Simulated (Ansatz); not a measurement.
# O-17 nuclear quadrupole resonance in SiO2

Cell: a COD entry whose atoms were relaxed with PBE, the cell held.

Space group P4_12_12 (No. 92); a = 4.9860, c = 6.9770 Å.

| site | Wyckoff | site symmetry | x | y | z |
| --- | --- | --- | --- | --- | --- |
| Si | 4a | ..2 | 0.3032 | 0.3032 | 0.0000 |
| O | 8b | 1 | 0.2376 | 0.1127 | 0.1831 |

One atom of each set is listed.

Method: Kohn–Sham DFT in Ansatz, r2SCAN, plane waves and PAW, scalar-relativistic, 500 eV cutoff, Γ-centred 5×5×4 k-points, Fermi–Dirac smearing 0.02 eV.

O-17: I = 5/2, Q = -25.58 mb (year-2017 value). Static lattice, zero field.

Problem. At which frequencies do the O-17 NQR lines lie?

Solution. For I = 5/2 and η = 0 the lines are 3|C_Q|/20 and twice that; η pulls their ratio below 2.

| site | atoms | V_zz (10²¹ V/m²) | C_Q (MHz) | η | line frequencies (MHz) |
| --- | --- | --- | --- | --- | --- |
| O | 8 | 9.39 | -5.81 | 0.18 | 0.901, 1.73 |

At O V_zz runs parallel to the line that joins its two neighbours (within 1°).

The largest force is 0.3 eV/Å, so the atoms aren't at the calculated equilibrium and relaxing them would move these values.

The run took 35 s of wall time (35 s of CPU time) and 0.86 GiB at its peak, on 1 thread of Intel Xeon Platinum 8259CL CPU @ 2.50GHz (Skylake/Cascade Lake) (x86_64; 44 cores open to the job, memory cap 2.5 GiB, no GPU), a shared host with a load of 0.5 a core.
